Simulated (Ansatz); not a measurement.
**VMo under strain**

Computed with Ansatz, DFT PBEsol, scalar-relativistic, plane waves, PAW. Settings: 420 eV cutoff, 14×10×10 k-mesh, Gaussian smearing of 0.10 eV, no spin polarisation.

The relaxed crystal:

```
V Mo
1.0
     3.05186    0.00000    0.00000
     0.00000    4.38942    0.00000
     0.00000    0.00000    4.21136
V Mo
2 2
Direct
  0.50000 0.00000 0.50000
  0.00000 0.50000 0.50000
  0.00000 0.00000 0.00000
  0.50000 0.50000 0.00000
```

Deformation: uniaxial strain along a, with the lengths of b and c and the atoms relaxed and the angles held, all within the symmetry that the strain leaves. Energies are extrapolated to zero smearing. Stress is positive in compression, on the Cartesian axes of the cell above. On this cell's mesh the reference holds a stress of up to 0.16 GPa.

```tsv
strain (%)	ΔE (meV/atom)	a (Å)	b (Å)	c (Å)	σxx (GPa)	σyy (GPa)	σzz (GPa)
-3.0	13.4	2.960	4.431	4.245	10.58	0.00	0.00
-2.0	?	2.991	?	?	?	?	?
-1.0	1.3	3.021	4.406	4.221	3.15	0.00	0.00
+0.0	0.0	3.052	4.389	4.211	-0.16	0.14	-0.02
+1.0	1.6	3.082	4.379	4.199	-3.29	0.00	0.00
+2.0	?	3.113	?	?	?	?	?
+3.0	12.1	3.143	4.347	4.181	-8.59	0.00	0.00
```

**Question.** Fill in the row at -2.0 %.

**Answer.** ΔE 5.6 meV/atom; b 4.418 Å; c 4.232 Å; σxx 6.76 GPa; σyy 0.00 GPa; σzz 0.00 GPa.

**Question.** Fill in the row at +2.0 %.

**Answer.** ΔE 5.7 meV/atom; b 4.364 Å; c 4.190 Å; σxx -6.09 GPa; σyy 0.00 GPa; σzz 0.00 GPa.